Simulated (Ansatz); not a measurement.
Polymorphs of Au, each relaxed with the program Ansatz at the r²SCAN level (PAW):

A: diamond (Fd-3m)
a = 6.078 Å, b = 6.078 Å, c = 6.078 Å, α = 90.00°, β = 90.00°, γ = 90.00°

```csv
atom,site,symmetry,x,y,z
Au,8b,-43m,0.5000,0.5000,0.5000
```

B: fcc (Cu type) (Fm-3m)
a = b = c = 4.124 Å, α = β = γ = 90.00°

```csv
atom,site,symmetry,x,y,z
Au,4a,m-3m,0.0000,0.0000,0.0000
```

Question: Order them by energy per atom at 0 K (lowest first) at the level r²SCAN.

Answer: B (+0 meV/atom), A (+795 meV/atom)

Typed or built starts, not in the databases checked: A. Not the usual ambient phase: A. Unstable at this level: A. All cells were relaxed under the symmetry of their starts (and spin orders); stability against distortions was not tested throughout. Scalar-relativistic: spin–orbit coupling is off unless named, which matters more the heavier the elements.

Energies hold the estimated change up to a 700 eV cutoff; steps of a few meV lie near the error of the meshes.

Potentials: the earlier of the program's two PAW sets.
